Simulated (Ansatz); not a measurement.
Sb$_{2}$W:
```
CELL_PARAMETERS angstrom
      1.70628    -6.48778     0.00000
      1.70628     6.48778     0.00000
      0.00000     0.00000     6.01277
ATOMIC_POSITIONS crystal
  W  0.89964 0.10036 0.49938
  W  0.10036 0.89964 0.99938
  Sb 0.56015 0.43985 0.36067
  Sb 0.43985 0.56015 0.86067
  Sb 0.29146 0.70854 0.21496
  Sb 0.70854 0.29146 0.71496
```

Relaxed with PBE in the plane-wave PAW code Ansatz. Indices refer to the conventional cell of Cmc2_1, a = 3.413 Å, b = 12.976 Å, c = 6.013 Å, α = 90.00°, β = 90.00°, γ = 90.00°.

### Question
Simulate the powder diffraction pattern (Fe Kα, λ = 1.93735 Å; lines above 1 %) up to 2θ = 90°.

### Answer
Simulated powder pattern, Fe Kα, λ = 1.93735 Å (kinematic, ideal powder, no thermal factors, no anomalous dispersion; the 30 strongest lines at most, above 1 %, up to 2θ = 90°):

```json
[
 {"2θ (°)": "17.17", "d (Å)": "6.488", "I/Imax (%)": "5.2", "hkl": "(020)"},
 {"2θ (°)": "25.38", "d (Å)": "4.410", "I/Imax (%)": "34", "hkl": "(021)"},
 {"2θ (°)": "34.75", "d (Å)": "3.244", "I/Imax (%)": "4.5", "hkl": "(040)"},
 {"2θ (°)": "37.59", "d (Å)": "3.006", "I/Imax (%)": "4.2", "hkl": "(002)"},
 {"2θ (°)": "39.12", "d (Å)": "2.893", "I/Imax (%)": "66", "hkl": "(111)"},
 {"2θ (°)": "39.67", "d (Å)": "2.855", "I/Imax (%)": "40", "hkl": "(041)"},
 {"2θ (°)": "41.60", "d (Å)": "2.728", "I/Imax (%)": "31", "hkl": "(022)"},
 {"2θ (°)": "46.64", "d (Å)": "2.447", "I/Imax (%)": "100", "hkl": "(131)"},
 {"2θ (°)": "51.68", "d (Å)": "2.223", "I/Imax (%)": "45", "hkl": "(112)"},
 {"2θ (°)": "52.12", "d (Å)": "2.205", "I/Imax (%)": "20", "hkl": "(042)"},
 {"2θ (°)": "53.22", "d (Å)": "2.163", "I/Imax (%)": "11", "hkl": "(060)"},
 {"2θ (°)": "55.93", "d (Å)": "2.066", "I/Imax (%)": "26", "hkl": "(150)"},
 {"2θ (°)": "56.85", "d (Å)": "2.035", "I/Imax (%)": "15", "hkl": "(061)"},
 {"2θ (°)": "57.93", "d (Å)": "2.000", "I/Imax (%)": "16", "hkl": "(132)"},
 {"2θ (°)": "59.45", "d (Å)": "1.954", "I/Imax (%)": "5.8", "hkl": "(151)"},
 {"2θ (°)": "60.78", "d (Å)": "1.915", "I/Imax (%)": "26", "hkl": "(023)"},
 {"2θ (°)": "66.98", "d (Å)": "1.756", "I/Imax (%)": "5.4", "hkl": "(062)"},
 {"2θ (°)": "68.87", "d (Å)": "1.713", "I/Imax (%)": "5.4", "hkl": "(113)"},
 {"2θ (°)": "69.18", "d (Å)": "1.706", "I/Imax (%)": "19", "hkl": "(200)"},
 {"2θ (°)": "69.24", "d (Å)": "1.705", "I/Imax (%)": "4.7", "hkl": "(043)"},
 {"2θ (°)": "69.36", "d (Å)": "1.703", "I/Imax (%)": "6.2", "hkl": "(152)"},
 {"2θ (°)": "72.98", "d (Å)": "1.629", "I/Imax (%)": "4.9", "hkl": "(170)"},
 {"2θ (°)": "74.25", "d (Å)": "1.605", "I/Imax (%)": "6.3", "hkl": "(133)"},
 {"2θ (°)": "74.99", "d (Å)": "1.591", "I/Imax (%)": "4.3", "hkl": "(221)"},
 {"2θ (°)": "76.07", "d (Å)": "1.572", "I/Imax (%)": "6.0", "hkl": "(171)"},
 {"2θ (°)": "76.42", "d (Å)": "1.566", "I/Imax (%)": "6.3", "hkl": "(081)"},
 {"2θ (°)": "82.81", "d (Å)": "1.465", "I/Imax (%)": "10", "hkl": "(241)"},
 {"2θ (°)": "84.08", "d (Å)": "1.447", "I/Imax (%)": "9.0", "hkl": "(222)"},
 {"2θ (°)": "84.66", "d (Å)": "1.438", "I/Imax (%)": "5.3", "hkl": "(153)"},
 {"2θ (°)": "85.12", "d (Å)": "1.432", "I/Imax (%)": "8.7", "hkl": "(172)"}
]
```

The start of the workflow was typed in or built on a structure type; neither database checked (COD, Materials Project) lists it. Whether it is the stable phase at ambient conditions was not checked. Symmetry was held in the PBE relaxation; its stability against distortions is not shown here. No spin polarisation was allowed. The volume moved by -18 % from the start of the relaxation. Its formation energy is positive at this level, so the cell may be metastable or incomplete. Scalar-relativistic: spin–orbit coupling is off unless named, which matters more the heavier the elements.

Potentials: the later of the program's two PAW sets.
